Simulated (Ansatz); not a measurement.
A distorted cell of KBr (rock salt):

```
CELL_PARAMETERS angstrom
      0.00000     3.17813     3.43238
      3.17813     0.00000     3.43238
      3.17813     3.17813     0.00000
ATOMIC_POSITIONS crystal
  Br 0.00000 0.00000 0.00000
  K  0.50000 0.50000 0.50000
```

All values below come from PBE (plane waves to 420 eV, PAW, scalar-relativistic; Ansatz, a first-principles code). k mesh 9×9×9 (Γ-centred), Fermi-Dirac smearing 0.05 eV. E stands for the smeared free energy. Compression counts positive. KBr was relaxed with its symmetry unable to fall.

What is the stress tensor (GPa)?


```
   2.56     0.00     0.00
   0.00     2.56     0.00
   0.00     0.00    -0.12
```
The pressure, a third of the trace, is 1.67 GPa.

It is the relaxed cell deformed to V/V₀ = 0.920, (c/a)/(c/a)₀ = 1.080, c along z, fractional positions held. What is its energy relative to the relaxed cell?

27.4 meV/atom.

(Under strain, the slope of the energy per volume gives the stress and its curvature an elastic modulus.)
